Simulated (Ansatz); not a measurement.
Computed properties of NiSb

```yaml
crystal:
  lattice:
    - [3.94000, 0.00000, 0.00000]
    - [-1.97000, 3.41214, 0.00000]
    - [0.00000, 0.00000, 5.14000]
  atoms:
    - { symbol: Ni, position: [0.00000, 0.00000, 0.00000] }
    - { symbol: Ni, position: [0.00000, 0.00000, 0.50000] }
    - { symbol: Sb, position: [0.33333, 0.66667, 0.25000] }
    - { symbol: Sb, position: [0.66667, 0.33333, 0.75000] }
```

Atoms are numbered in the order listed.

The cell is COD entry 9008903, as deposited and not checked against the literature; nothing was relaxed.

Spin–orbit coupling is left out, though it moves levels of the heavy atoms by tenths of an eV or more.

Levels of theory: DFT, PBE, all-electron LAPW, scalar-relativistic (Ansatz 0.2.0); DFT, PBE, PAW with Ansatz's default frozen-core files, scalar-relativistic (Ansatz 0.2.0).

For LAPW: a Γ-centred 10×10×7 k mesh, Fermi–Dirac smearing of 0.05 eV, basis error target 0.5 meV/atom, spin-polarised from start moments Ni1 1.5, Ni2 1.5 μB (the moments died away, and the run ended non-magnetic). PAW takes a cutoff of 420 eV at this cell. The Ansatz runs share mesh, smearing and spin set-up. Values come from LAPW unless marked.

```json
{
 "Pressure at this cell": "26.0 kbar",
 "Band gap": "none: bands cross the Fermi level, a metal",
 "Stress xx, yy, zz (compression positive)": "2.77, 2.77, 2.27 GPa",
 "Density of states at the Fermi level (0.2 eV bin)": "1.94 states/eV per cell",
 "Löwdin charges (with 0.47 e of the cell spilling out of the atomic basis, so their sizes and signs hang on that basis)": "Ni1 0.42, Sb3 -0.19 e",
 "Bader charges (from the PAW run)": "Ni1 -0.24, Sb3 +0.24 e",
 "Volume per atom": "17.28 Å³"
}
```
